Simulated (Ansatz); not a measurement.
Values for one crystal, relaxed and computed with the program Ansatz at the PBE level (PAW); other levels are named.

| Item | Value |
|---|---|
| Volume per atom | 29.81 Å³ |
| Electronic character | no gap, with almost no states at the Fermi level (zero-gap or semimetallic) |
| Formation energy from the elements (no fitted shifts) | -0.18 eV/atom |
| Density of states at the Fermi level | 0.01 states/eV per atom (mean over ±0.08 eV) |

Problem. Which of these materials gives this?
(A) SbPd, CsCl type
(B) GaSb, rock salt
(C) SbPt, CsCl type
(D) InGaSbAs, Pmm2 (In on 1a, As on 1b, Ga on 1d, Sb on 1c)

Solution. D, InGaSbAs, Pmm2 (In on 1a, As on 1b, Ga on 1d, Sb on 1c)

The start of the workflow was typed in or built on a structure type; neither database checked (COD, Materials Project) lists it. Whether it is the stable phase at ambient conditions was not checked. The PBE relaxation kept the symmetry of its start; its stability against distortions is not shown here. The references are the lowest solids computed at this level, not always the standard phases. Spin–orbit coupling is left out wherever it is not named.

Potentials: the earlier of the program's two PAW sets.
